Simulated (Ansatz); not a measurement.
Consider the following.

Ca₂BeN₂:
```
CELL_PARAMETERS angstrom
     -1.77235     1.77235     5.75177
      1.77235    -1.77235     5.75177
      1.77235     1.77235    -5.75177
ATOMIC_POSITIONS crystal
  Ca 0.65576 0.65576 0.00000
  Ca 0.34424 0.34424 0.00000
  Be 0.00000 0.00000 0.00000
  N  0.86661 0.86661 0.00000
  N  0.13339 0.13339 0.00000
```

This is the r²SCAN-relaxed structure. Cartesian axes are those of the cell as given.

**Question.** All from plane-wave PAW r²SCAN (Ansatz code), unless another level is named. Predict the Hill bulk and shear moduli.

**Answer.** 93.1 and 43.6 GPa.

**Question.** Give the elastic constants (relaxed ions, GPa).

**Answer.** C11 = 185, C12 = 35.7, C13 = 42.5, C33 = 233, C44 = 19.2, C66 = 64.8.

Space group I4/mmm. The start of the workflow was typed in or built on a structure type; neither database checked (COD, Materials Project) lists it. Its standing as an ambient phase is unchecked. The r²SCAN relaxation kept the symmetry of its start; its stability against distortions is not shown here.

Potentials: the earlier of the program's two PAW sets. The files were generated under PBE; for other functionals the program regenerates the frozen cores, and for LDA and PBEsol the local potential too.
